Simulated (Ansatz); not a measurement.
Relaxed C (graphite type, space group P6_3/mmc):

```yaml
crystal:
  lattice:
    - [2.46498, 0.00000, 0.00000]
    - [-1.23249, 2.13473, 0.00000]
    - [0.00000, 0.00000, 6.72886]
  atoms:
    - { symbol: C, position: [0.00000, 0.00000, 0.25000] }
    - { symbol: C, position: [0.00000, 0.00000, 0.75000] }
    - { symbol: C, position: [0.33333, 0.66667, 0.25000] }
    - { symbol: C, position: [0.66667, 0.33333, 0.75000] }
```

In this cell atom 1 (C, nearest neighbour C at 1.423 Å; its periodic images, 2.5 Å or more away, move with it) is moved by s along Cartesian [110], unit vector (0.707, 0.707, 0.000); all other atoms and the cell stay fixed.

All values below come from PBE-D3(BJ) (plane waves to 420 eV, PAW, scalar-relativistic; Ansatz, a first-principles code). k mesh 12×12×4 (Γ-centred), Fermi-Dirac smearing 0.05 eV. Energies are smeared free energies. With partly filled bands, energies and forces of such displacements shift with the k mesh and the smearing. C was relaxed with its symmetry unable to fall. The PAW data are Ansatz's earlier set. The zero of ΔE is the undisplaced structure. The last digit holds for this mesh only.

```json
[
 {"s (Å)": "-0.140", "ΔE (meV/cell)": "withheld"},
 {"s (Å)": "-0.112", "ΔE (meV/cell)": "357.5"},
 {"s (Å)": "-0.084", "ΔE (meV/cell)": "196.7"},
 {"s (Å)": "-0.056", "ΔE (meV/cell)": "85.2"},
 {"s (Å)": "-0.028", "ΔE (meV/cell)": "20.6"},
 {"s (Å)": "0.000", "ΔE (meV/cell)": "0.0"},
 {"s (Å)": "0.028", "ΔE (meV/cell)": "20.0"},
 {"s (Å)": "0.056", "ΔE (meV/cell)": "79.9"},
 {"s (Å)": "0.084", "ΔE (meV/cell)": "178.5"},
 {"s (Å)": "0.112", "ΔE (meV/cell)": "313.8"},
 {"s (Å)": "0.140", "ΔE (meV/cell)": "483.3"}
]
```

Fit a polynomial form (powers 2, 3, 4) to the given rows and predict ΔE at s = -0.140.

Least squares on the 10 given rows: ΔE = (26440)·s² + (-15720)·s³ + (22270)·s⁴, in meV/cell with s in Å; root-mean-square residual 0.44 meV/cell. At -0.140 the fit gives 569.9 meV/cell; the calculation gives 569.9 meV/cell, the same to the digits shown. The quadratic term alone would give 518.2 meV/cell.

(A displaced cell: forces are minus the slopes of the energy, force constants its curvatures, and phonons follow from these.)
